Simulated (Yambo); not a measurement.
**Convergence of the G0W0 gap of Cl**

G0W0@LDA for Cl (space group Cmce, No. 64) in Yambo. Reference settings: 4×4×2 Γ-centred k mesh, 202 bands and a 8 Ry block in the screening, 202 bands in G with the Bruneval-Gonze terminator, plasmon pole fitted at 27.2 eV. The LDA gap Γ → Γ on this mesh is 2.08 eV; G0W0 gaps are taken between the same points.

```csv
change from the reference,G0W0 gap Γ → Γ (eV),shift of the valence edge (eV),rough Yambo cost
reference settings,4.87,-1.69,1
"70 bands in W, 70 bands in G",4.92,-1.51,about 1/3
"126 bands in W, 126 bands in G",4.89,-1.63,within a factor of two
70 bands in G,4.88,-1.65,–
126 bands in G,4.88,-1.68,–
89 bands in W,4.90,-1.58,about 1/2
3 Ry block,4.70,-1.32,within a factor of two
7 Ry block,4.88,-1.66,within a factor of two
pole fitted at 10 eV,4.75,-1.50,–
no random integration,4.80,-1.51,–
4×4×1 mesh,4.91,-1.69,about 1/3
"70 bands in G, no terminator",4.92,-1.24,–
"126 bands in G, no terminator",4.91,-1.48,–
no terminator,4.89,-1.59,–
```

The reference isn't shown to be the converged limit. Costs are rough (shared machines), scaled to the same edge states, and given only for runs that recompute the screening.

Geometry of the Materials Project entry, not relaxed at this level; primitive cell a = b = 3.8585 Å, c = 8.4024 Å, α = β = 90.00°, γ = 64.45°.

A shift is the quasiparticle energy of the state minus its LDA energy.

The distance between layers or molecules is the database entry's, not relaxed here. Functionals without dispersion can leave it too large, which widens gaps and weakens the response across layers: the numbers belong to this cell.
